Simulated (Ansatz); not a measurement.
BP:
Space group P6₄22 (No. 181); a = b = 3.2765 Å, c = 7.0048 Å, α = β = 90.00°, γ = 120.00°

| atom | site | symmetry | x | y | z |
|---|---|---|---|---|---|
| B | 3c | 222 | 0.5000 | 0.0000 | 0.0000 |
| P | 3d | 222 | 0.5000 | 0.0000 | 0.5000 |

Relaxed with r²SCAN. 

Question: HSE06 on this cell (Ansatz, a first-principles code, PAW) gives a gap of 0.62 eV. What does r²SCAN give?

Answer: 0.23 eV.

Cost on shared cores: the r²SCAN run (SCF on a 10×10×4 mesh, then bands and DOS) about 70 core-seconds (a rough figure), the HSE06 run (SCF on 6×6×3, then a few points) roughly 2.9 core-minutes; the tasks are unlike.

Space group P6_422. The start of the workflow was typed in or built on a structure type; neither database checked (COD, Materials Project) lists it. It is not the phase usual at ambient conditions (space group No. 216). The r²SCAN relaxation kept the symmetry of its start; its stability against distortions is not shown here.

Potentials: the later of the program's two PAW sets.

Ansatz is a plane-wave DFT program.
